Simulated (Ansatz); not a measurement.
Here is the system:

VBiO4:
```cif
data_Bi4O16V4
_chemical_formula_sum 'V4 Bi4 O16'
_space_group_name_H-M_alt 'I41/amd :1'
_space_group_IT_number 141
_space_group_name_Hall 'I 4bw 2bw -1bw'
_cell_length_a 7.30398
_cell_length_b 7.30398
_cell_length_c 6.40470
_cell_angle_alpha 90.000
_cell_angle_beta 90.000
_cell_angle_gamma 90.000
loop_
_atom_site_label
_atom_site_type_symbol
_atom_site_symmetry_multiplicity
_atom_site_Wyckoff_symbol
_atom_site_fract_x
_atom_site_fract_y
_atom_site_fract_z
_atom_site_occupancy
V1 V 4 b 0.00000 0.00000 0.50000 1
Bi1 Bi 4 a 0.00000 0.00000 0.00000 1
O1 O 16 h 0.31886 0.00000 0.07994 1
```
(The calculation used a cell of 12 atoms; values per cell refer to that cell.)

This is the PBEsol-relaxed structure.

**Question.** All from plane-wave PAW PBEsol (Ansatz code), unless another level is named. Estimate the Born charges (a third of the trace).

**Answer.** V +4.02, Bi +5.74, O -2.44 e.

**Question.** Predict the static dielectric constant ε0 (ions relaxed, cell fixed).

**Answer.** 36.8 (xx = yy), 42.2 (zz).

**Question.** Give the electronic dielectric constant ε∞ (DFPT).

**Answer.** 5.20 (xx = yy), 7.00 (zz).

Space group I4_1/amd. The workflow started from a Materials Project entry (that database holds measured and hypothetical structures alike); the Crystallography Open Database files this formula in space group No. 141, but the cells were not matched. It is not the phase usual at ambient conditions (space group No. 88). Symmetry was held in the PBEsol relaxation; whether a distortion lowers the energy is not shown. The run is not spin-polarised. No Hubbard U is applied. Spin–orbit coupling is left out wherever it is not named.

Potentials: the later of the program's two PAW sets.
